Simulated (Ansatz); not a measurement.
ZrIr2 (cubic Laves (MgCu2 type), space group No. 227), r²SCAN in the plane-wave PAW code Ansatz, all energies at zero smearing, with the estimated change up to a 700 eV cutoff added, with one set of potentials and settings (totals compare only within such a set). Cell of 6 atoms (2 Zr, 4 Ir): -56189.442 eV.

```csv
element,reference phase,E (eV/atom)
Zr,"P6_3/mmc, 2 atoms in the cell",-4195.0260
Ir,"Fm-3m, 1 atoms in the cell",-11948.7272
```

Formation energy per atom, worked out: (-56189.442 − 2×(-4195.0260) − 4×(-11948.7272))/6 = -0.747 eV/atom (-72 kJ per mol of atoms), at 0 K, without zero-point energy or fitted corrections.

Space group Fd-3m (cubic Laves (MgCu2 type)). The workflow started from an entry of the Crystallography Open Database (COD). Its standing as an ambient phase is unchecked. The r²SCAN relaxation kept the symmetry of its start; whether a distortion lowers the energy is not shown. The run is not spin-polarised. The references are the lowest solids computed at this level, not always the standard phases. Spin–orbit coupling is left out wherever it is not named.

Potentials: the later of the program's two PAW sets.
